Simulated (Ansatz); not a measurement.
Notes on SrZn$_{2}$Sb$_{2}$

```yaml
crystal:
  lattice:
    - [2.23364, 3.86878, 0.00000]
    - [-2.23364, 3.86878, 0.00000]
    - [0.00000, 0.00000, 7.42049]
  atoms:
    - { symbol: Sr, position: [0.00000, 0.00000, 0.00000] }
    - { symbol: Zn, position: [0.33330, 0.33340, 0.63080] }
    - { symbol: Zn, position: [0.66670, 0.66660, 0.36920] }
    - { symbol: Sb, position: [0.33330, 0.33340, 0.25080] }
    - { symbol: Sb, position: [0.66670, 0.66660, 0.74920] }
```

Single point in Ansatz 0.2.0 with PBEsol, no spin polarisation. Cutoff 420 eV, PAW datasets, 9×9×5 Γ-centred k mesh, fermi-dirac filling (width 0.1 eV).

**Question.** Is it stable against the elements?

**Answer.** -0.44 eV an atom against the elements' usual phases (free molecules for gases, crystals otherwise, with no correction for O₂ or N₂), so it is bound against them; other compounds may still compete. Relaxing would lower it.

**Question.** Where is the largest force?

**Answer.** The largest is on Sb4 (and as large on other atoms): 0.92 eV/Å, components (0.00, 0.00, 0.92). It makes 71° with the line to a nearest neighbour, Zn3 at 2.72 Å.

**Question.** Is the cell too large or too small?

**Answer.** The pressure is 0.7 GPa (compression positive), so with the atoms held at these fractions the cell would first expand; the forces are large, so a full relaxation may end otherwise.

**Question.** What happens at the Fermi level?

**Answer.** It is a semimetal on this mesh, with about 0.1 states/eV a cell as the mean within 0.25 eV of the Fermi level, mostly Sb p (76 %) and Zn s (12 %).

Origin: a known structure type with other elements, at an estimated volume, so it need not be a known compound.
